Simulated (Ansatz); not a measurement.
GaN (wurtzite)

```yaml
crystal:
  lattice:
    - [3.21838, 0.00000, 0.00000]
    - [-1.60919, 2.78720, 0.00000]
    - [0.00000, 0.00000, 5.24320]
  atoms:
    - { symbol: Ga, position: [0.66667, 0.33333, 0.00096] }
    - { symbol: Ga, position: [0.33333, 0.66667, 0.50096] }
    - { symbol: N, position: [0.66667, 0.33333, 0.62424] }
    - { symbol: N, position: [0.33333, 0.66667, 0.12424] }
```

In each cell atom 2 (Ga, nearest neighbour N at 1.967 Å; its periodic images, 3.2 Å or more away, move with it) moves by s·(0.577, 0.577, 0.577) (along Cartesian [111]), the rest being held.

Method: PBE (plane waves to 420 eV, PAW, scalar-relativistic; Ansatz, an electronic-structure program). k mesh 10×10×5 (Γ-centred), Fermi-Dirac smearing 0.05 eV. E stands for the smeared free energy. Stress and pressure are positive under compression. GaN was relaxed with its symmetry unable to fall. The zero of ΔE is the undisplaced structure.

**Question.** Predict the ΔE (meV/cell) and P (GPa) at s (Å) = -0.040, 0.040, 0.120, 0.160, 0.200.

**Answer.** 
```
s (Å)   ΔE (meV/cell)  P (GPa)
------  -------------  -------
-0.040           11.4     0.07
0.040            11.4     0.10
0.120           103.3     0.80
0.160           183.8     1.41
0.200           287.3     2.19
```

(For displaced atoms, the force is minus the slope of the energy, and its curvature is a force constant, which sets phonon frequencies.)
